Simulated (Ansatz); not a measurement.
This run works on a generated trial structure, not on a known crystal.

Input and command of a plane-wave DFT calculation in Ansatz:

```yaml
crystal:
  lattice:
    - [-3.0844567867, 3.0844567867, 5.4825719469]
    - [3.0844567867, -3.0844567867, 5.4825719469]
    - [3.0844567867, 3.0844567867, -5.4825719469]
  atoms:
    - { symbol: In, position: [0.0, 0.0, 0.0] }
    - { symbol: Te, position: [0.5, 0.5, 0.5] }
    - { symbol: Te, position: [0.0, 0.0, 0.5] }
    - { symbol: Te, position: [0.5, 0.0, 0.0] }
    - { symbol: Te, position: [0.0, 0.5, 0.0] }
basis:
  ecutwfc: 420
kpoints:
  mp_grid: { grid: [8, 8, 8] }
hamiltonian:
  xc: pbe
scf:
  occupations: { method: gaussian, width: 0.1 }
output:
  forces: true
  stress: true
  eigenvalues: true
relax:
  adjacent_minimum: "off"
  f_tol: 0.01
  max_steps: 80
  cell: { stress_tol: 0.05 }
```

```bash
ansatz run input.yaml --threads 1 --pin off --max-ram 2560MiB --backend cpu --events-out ev --progress --plain --runs-dir out
```

Processor: Intel(R) Xeon(R) Processor @ 2.70GHz, 1 thread, on a host shared with other jobs.

**Question.** How long does it run, and how much memory does it take?

**Answer.** About 4.2 min, peak memory 0.78 GiB. It solves 47 bands at 59 k points (after reduction by symmetry) with about 4195 plane waves (on the last cell), in 32 SCF iterations over 6 ionic steps.
